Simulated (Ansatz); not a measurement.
CdI2-type SnSe₂

Method: r²SCAN, scalar-relativistic; no spin polarisation; PAW, 500 eV, 10×10×6 k-mesh, Gaussian smearing of 0.05 eV; code Ansatz; PAW files: Ansatz's generated set soft_2.

```
CELL_PARAMETERS angstrom
3.84057 0.00000 0.00000
-1.92028 3.32603 0.00000
0.00000 0.00000 6.50637
ATOMIC_POSITIONS crystal
Sn 0.00000 0.00000 0.00000
Se 0.33333 0.66667 0.24187
Se 0.66667 0.33333 0.75813
```

The start was a prototype's sites filled with these elements; the Crystallography Open Database holds the compound in this structure.

The run above is the reference. The same cell was run again with other input settings; several of them aren't fit for production, so the rows show the settings' effect and aren't properties of the material.

```tsv
keys changed	outcome	ΔE (meV/atom)	P (GPa)	gap on the mesh (eV)	cell moment (μB)	largest force component (eV/Å)	SCF iterations	rough core-seconds	new warnings
none (reference)	converged	0.0	0.0	1.03	–	0.000	–	–	–
scf.algorithm: "direct_min"; kpoints.mp_grid.grid: [10, 10, 6] → [3, 3, 2]	converged	124.7	1.1	1.59	–	0.108	6	5	–
scf.mixing.preconditioner: "kerker"	converged	0.0	0.0	1.03	–	0.000	9	8	–
scf.initial_density.chi_scale: 0.0	converged	0.0	0.0	1.03	–	0.000	8	8	–
```

These changes also left energy (to 0.1 meV/atom), pressure, gap, moment and forces as in the reference: scf.initial_density.chi_scale: 0.0; basis.xc_grid: 2 | scf.n_extra_bands: 1.

ΔE is the energy with the smearing extrapolated to zero. It is left out where the change alters the Hamiltonian or the spin treatment. The varied runs start from atomic densities (corrected by the program's trained start where that serves), with the default search for lower states unless a row changes it.

Task: What happens with these changes: basis.ecutwfc: 500 → "33.1 Ry"; scf.convergence.dr2_threshold: 1e-05?

Result: outcome converged, ΔE (meV/atom) 0.3, P (GPa) 0.0, gap on the mesh (eV) 1.03, largest force component (eV/Å) 0.000, SCF iterations 6, rough core-seconds 6, new warnings cutoff below recommended; force scf threshold loose; stress scf threshold loose.

Changing scf.mixing.preconditioner only steers the path to self-consistency, so the energy stays within 0.5 meV/atom.

Changing scf.initial_density.chi_scale only steers the path to self-consistency, so the energy stays within 0.5 meV/atom.

1 further run (cut off, refused for memory, with changed atoms or starts, or in doubt) is left out.

At this volume the pressure is 0.03 GPa.

Of the reference: Semilocal functionals underestimate band gaps, commonly by a third or more. The structure is built of weakly bound layers, and this functional has no dispersion term, so their spacing and all that hangs on it (volume, the soft elastic constants, low modes, dielectric constants) are poorly given. The relaxed cell is 8 % larger in volume than the cell of this structure in the Crystallography Open Database (25.73 Å³/atom, 1992).
